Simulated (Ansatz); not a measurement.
Al2O3:
Space group R-3c, hexagonal axes (No. 167); a = b = 4.8087 Å, c = 13.1237 Å, α = β = 90.00°, γ = 120.00°

| atom | site | symmetry | x | y | z |
|---|---|---|---|---|---|
| Al | 12c | 3. | 0.0000 | 0.0000 | 0.1479 |
| O | 18e | .2 | 0.3062 | 0.3062 | 0.7500 |
(The calculation used a cell of 10 atoms; values per cell refer to that cell.)

Relaxed with PBE. PBE in the plane-wave PAW code Ansatz gives a gap of 5.85 eV.

Problem. What gap does HSE06 give on the same cell (Ansatz, PAW)?

Solution. 7.69 eV, 1.84 eV more. The hybrid was solved on a coarser mesh and at special points; the gap given is the minimum over both.

```json
[
 {"k": "Γ", "v1 PBE": "0.00", "c1 PBE": "5.85", "v1 HSE06": "0.00", "c1 HSE06": "7.69"},
 {"k": "T", "v1 PBE": "-0.35", "c1 PBE": "8.36", "v1 HSE06": "…", "c1 HSE06": "…"},
 {"k": "L", "v1 PBE": "-0.25", "c1 PBE": "9.14", "v1 HSE06": "-0.31", "c1 HSE06": "11.13"},
 {"k": "F", "v1 PBE": "-0.23", "c1 PBE": "9.36", "v1 HSE06": "…", "c1 HSE06": "…"},
 {"k": "S0", "v1 PBE": "-0.26", "c1 PBE": "9.19", "v1 HSE06": "…", "c1 HSE06": "…"},
 {"k": "H0", "v1 PBE": "-0.47", "c1 PBE": "9.42", "v1 HSE06": "…", "c1 HSE06": "…"}
]
```

Problem. Top valence (v1) and lowest conduction level (c1) in eV from each method's valence maximum (which need not be a listed point): supply the withheld HSE06 values.

Solution. 
- H0, v1 HSE06: -0.55
- H0, c1 HSE06: 11.39
- F, v1 HSE06: -0.30
- F, c1 HSE06: 11.36
- T, v1 HSE06: -0.40
- T, c1 HSE06: 10.29
- S0, v1 HSE06: -0.32
- S0, c1 HSE06: 11.17

Cost on shared cores: the PBE run (SCF on a 7×7×7 mesh, then bands and DOS) very roughly 60 core-seconds, the HSE06 run (SCF on 4×4×4, then a few points) very roughly 3 core-minutes; the tasks are unlike.

The PBE relaxation kept the symmetry of its start.

Potentials: the later of the program's two PAW sets.
